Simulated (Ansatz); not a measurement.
GaP:
```xyz
2
Lattice="0.0000 2.5590 2.5590 2.5590 0.0000 2.5590 2.5590 2.5590 0.0000" Properties=species:S:1:pos:R:3 pbc="T T T"
Ga     0.0000     0.0000     0.0000
P      2.5590     2.5590     2.5590
```

Relaxed with r²SCAN. Special points in fractions of this cell's reciprocal vectors: Γ (0.000, 0.000, 0.000); X (0.500, 0.000, 0.500); U (0.625, 0.250, 0.625); K (0.375, 0.375, 0.750); L (0.500, 0.500, 0.500); W (0.500, 0.250, 0.750).

Q: List the band energies nearest the Fermi level at these points for r²SCAN (plane waves, PAW; program Ansatz).

A: In eV from the Fermi level; about four levels below and three above (degenerate sets whole), none deeper than 8.9 eV; points with the same levels are listed once.

```json
[
 {"k": "Γ", "below": "-0.05 -0.05 -0.05", "above": "2.19 7.45 7.45 7.45"},
 {"k": "X", "below": "-6.24 -3.08 -2.91 -2.91", "above": "3.69 11.87 11.87"},
 {"k": "U", "below": "-6.38 -5.57 -2.16 -0.07", "above": "6.33 7.68 10.35"},
 {"k": "L", "below": "-8.25", "above": "0.14 0.14 3.19 3.19"},
 {"k": "W", "below": "-5.96 -4.96 -4.96", "above": "2.83 4.96 8.03 8.03"}
]
```

Space group Fm-3m (rock salt). The start of the workflow was typed in or built on a structure type; neither database checked (COD, Materials Project) lists it. It is not the phase usual at ambient conditions (space group No. 216). Symmetry was held in the r²SCAN relaxation; its stability against distortions is not shown here. Spin–orbit coupling is left out wherever it is not named.

Potentials: the later of the program's two PAW sets.
